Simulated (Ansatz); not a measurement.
MgF2 (rutile, space group No. 136), the program Ansatz at the r²SCAN level (PAW). The conduction-band minimum lies at Γ, with 1 equivalent valley. Second derivatives d²E/dk² of the lowest band at one valley (eV·Å²), along Cartesian directions:

| direction | d²E/dk² |
|---|---|
| [100] | 14.04 |
| [010] | 14.04 |
| [001] | 14.72 |
| [110] | 14.04 |
| [101] | 14.38 |
| [011] | 14.38 |

Find the principal effective masses, the density-of-states mass and the conductivity mass.

Off-diagonal terms follow from H_xy = H[110] − (H_xx + H_yy)/2, and m*/mₑ = 7.620 eV·Å² over each eigenvalue: 0.52, 0.54, 0.54. One valley's DOS mass (m₁m₂m₃)^(1/3) = 0.53, conductivity mass 3/(Σ 1/mᵢ) = 0.53 mₑ.

What effective density of states Nc follows at 300 K for parabolic valleys?

Nc = 2.509e19 × 1 × (0.53)^(3/2) ≈ 9.7e18 cm⁻³.

Space group P4_2/mnm (rutile). The r²SCAN relaxation kept the symmetry of its start.

Potentials: the later of the program's two PAW sets.

Edges and masses are those of Kohn–Sham bands, whose gap is no quasiparticle gap.
